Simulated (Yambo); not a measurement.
Yambo run on LaAlO3 (cubic perovskite, space group Pm-3m, No. 221). The wavefunctions are PBEsol (Quantum ESPRESSO, PseudoDojo norm-conserving, 110 Ry, with spin-orbit coupling) ones on a 4×4×4 mesh (32 occupied bands); a = 3.783 Å, b = 3.783 Å, c = 3.783 Å, α = 90.00°, β = 90.00°, γ = 90.00°.

Yambo input:

```
rim_cut
HF_and_locXC
RandQpts= 1000000
RandGvec= 1 Ry
EXXRLvcs= 110 Ry
VXCRLvcs= 440 Ry
% QPkrange
 1 | 1 | 30 | 34 |
 3 | 3 | 32 | 33 |
 6 | 6 | 32 | 33 |
 10 | 10 | 32 | 33 |
%
```

k points by index: 1 = Γ, 3 = X, 6 = M, 10 = R.

Resulting energies as the program prints them:

```
#    K-point    Band    Eo [eV]    Ehf [eV]    Vxc [eV]    Vnlxc [eV]
#
    1    30    -0.060139    -5.263472    -20.03951    -25.24284
    1    31    -0.060139    -5.263465    -20.03951    -25.24283
    1    32    -0.060139    -5.263470    -20.03951    -25.24284
    1    33    3.439328    8.332988    -11.59878    -6.705116
    1    34    3.439328    8.332986    -11.59878    -6.705119
    3    32    -1.077125    -6.623289    -19.08863    -24.63479
    3    33    4.318049    16.50236    -15.89141    -3.707090
    6    32    -0.029417    -5.183520    -19.73919    -24.89330
    6    33    4.299723    16.59477    -15.90301    -3.607962
    10    32    0.000000    -4.867375    -19.79433    -24.66170
    10    33    4.452567    17.02802    -16.10304    -3.527592
```
Exchange alone, without screening.

Geometry of the Materials Project entry, not relaxed at this level.

This is not the ordinary phase of the substance.
